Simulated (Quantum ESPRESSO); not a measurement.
```
TiCdO3
1.0
    2.62994     1.51840     4.96848
   -2.62994     1.51840     4.96848
    0.00000    -3.03680     4.96848
O Ti Cd
6 2 2
Direct
  0.80451   0.43770   0.03581
  0.19549   0.56230   0.96419
  0.03581   0.80451   0.43770
  0.96419   0.19549   0.56230
  0.43770   0.03581   0.80451
  0.56230   0.96419   0.19549
  0.84995   0.84995   0.84995
  0.15005   0.15005   0.15005
  0.63682   0.63682   0.63682
  0.36318   0.36318   0.36318
```

The geometry is that of Materials Project entry mp-13641, symmetrised and not relaxed again.

Problem. What does PBEsol (Quantum ESPRESSO, PseudoDojo norm-conserving, 102 Ry, scalar-relativistic) give for the electronic structure near the Fermi level?

Solution. The PBEsol gap is indirect, 2.98 eV, from 67 % of the way from Z to Γ to 40 % of the way from Γ to X; the smallest direct gap is 3.07 eV. Spin-orbit splittings are left out.
